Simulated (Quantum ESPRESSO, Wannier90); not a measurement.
**Wannier functions of SrNiF$_{6}$ (R-3m)**

Structure: Materials Project mp-555718, symmetrised, not relaxed again. COD (Crystallography Open Database) has an entry of this formula and space group (matched by these alone). Method: PBEsol plane waves in Quantum ESPRESSO 7.5 (PseudoDojo norm-conserving files, 79 Ry, no spin polarisation, no spin-orbit coupling), Bloch states on a 4×4×4 mesh through Γ, Wannier90 4.0.1. Density: 8×8×8 mesh, cold smearing 0.01 Ry.

```
begin unit_cell_cart
ang
    3.5521298625    2.0508231323    2.2036670000
   -3.5521298625    2.0508231323    2.2036670000
    0.0000000000   -4.1016462646    2.2036670000
end unit_cell_cart
mp_grid = 4 4 4
```

Neighbour vectors b of the finite-difference formula (Å⁻¹), by shell:

```tsv
shell	b_x	b_y	b_z
1	0.00000	-0.25531	0.23760
1	-0.22111	0.12766	0.23760
1	0.22111	0.12766	0.23760
1	0.00000	0.25531	-0.23760
1	0.22111	-0.12766	-0.23760
1	-0.22111	-0.12766	-0.23760
2	-0.22111	0.38297	0.00000
2	0.22111	0.38297	0.00000
2	0.22111	-0.38297	0.00000
2	0.44221	0.00000	0.00000
2	-0.22111	-0.38297	0.00000
2	-0.44221	0.00000	0.00000
```

### Question
Find the weights w_b from the completeness condition Σ_b w_b b_α b_β = δ_αβ.

### Answer
Shell 1: Σ b_x² = 0.196, Σ b_y² = 0.196, Σ b_z² = 0.339 Å⁻²
Shell 2: Σ b_x² = 0.587, Σ b_y² = 0.587, Σ b_z² = 0.000 Å⁻²
Each of the three diagonal sums, weighted, has to give 1 and the off-diagonal ones 0, which holds for w_1 = 2.95 Å², w_2 = 0.72 Å². Check on xx: 2.95×0.196 + 0.72×0.587 = 1.00.

On this mesh the 9 functions of bands 15-23 (bands 15-23; start: SCDM (isolated), conv_tol = 1.0e-6) end with spreads 1.7625, 1.7624, 1.7626, 1.7625, 1.7625, 1.7623, 2.6208, 2.5574, 2.5590 Å², Ω_I = 16.2204 Å² and Ω_D = 0.0091 Å².

Ω_total is the sum of the spreads, 18.312 Å². Ω_OD = Ω_total − Ω_I − Ω_D = 2.082 Å². Only (Ω_D + Ω_OD)/Ω_total = 11.4 % depends on the gauge, and another start could lower the total by that share at most. The rms radius is √(Ω_total/9) = 1.43 Å.
